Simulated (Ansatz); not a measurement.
Zr4O in space group R-3 (No. 148; Zr on 18f, Zr on 18f, O on 3b, O on 6c), DFT-r²SCAN in the program Ansatz with PAW potentials, all energies at zero smearing, with the estimated change up to a 700 eV cutoff added, with one set of potentials and settings (totals compare only within such a set). Cell of 15 atoms (12 Zr, 3 O): -52056.712 eV.

```tsv
element	reference phase	E (eV/atom)
Zr	P6_3/mmc, 2 atoms in the cell	-4195.0260
O	C2/m, 4 atoms in the cell, spin-polarised	-566.0281
```

Formation energy per atom, worked out: (-52056.712 − 12×(-4195.0260) − 3×(-566.0281))/15 = -1.221 eV/atom (-118 kJ per mol of atoms), at 0 K, without zero-point energy or fitted corrections.

The first step of the workflow began from a Materials Project structure, measured or hypothetical; the Crystallography Open Database copy checked does not list it. Its standing as an ambient phase is unchecked. The cell was relaxed with r²SCAN under the symmetry of its start; its stability against distortions is not shown here. The run is not spin-polarised. The references are the lowest solids computed at this level, not always the standard phases (solids in place of the gases).

Potentials: the later of the program's two PAW sets.
